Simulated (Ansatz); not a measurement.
Input:

Ag:
```cif
data_Ag
_chemical_formula_sum 'Ag1'
_space_group_name_H-M_alt 'P 1'
_space_group_IT_number 1
_cell_length_a 2.86621
_cell_length_b 2.86621
_cell_length_c 2.86621
_cell_angle_alpha 60.000
_cell_angle_beta 60.000
_cell_angle_gamma 60.000
loop_
_space_group_symop_operation_xyz
  'x, y, z'
loop_
_atom_site_label
_atom_site_type_symbol
_atom_site_fract_x
_atom_site_fract_y
_atom_site_fract_z
_atom_site_occupancy
Ag1 Ag 0.00000 0.00000 0.00000 1
```

This is the PBEsol-relaxed structure.

### Question
All from DFT-PBEsol in the program Ansatz with PAW potentials, unless another level is named. Estimate the zero-point energy.

### Answer
21.5 meV/atom.

### Question
And the Debye temperature from the elastic constants?

### Answer
233 K.

Space group Fm-3m (fcc (Cu type)). Symmetry was held in the PBEsol relaxation. The run is not spin-polarised. As this level gives no gap, shear constants depend on the k-mesh and smearing (Fermi–Dirac, 0.1 eV here).

Potentials: the earlier of the program's two PAW sets. The files were generated under PBE; for other functionals the program regenerates the frozen cores, and for LDA and PBEsol the local potential too.
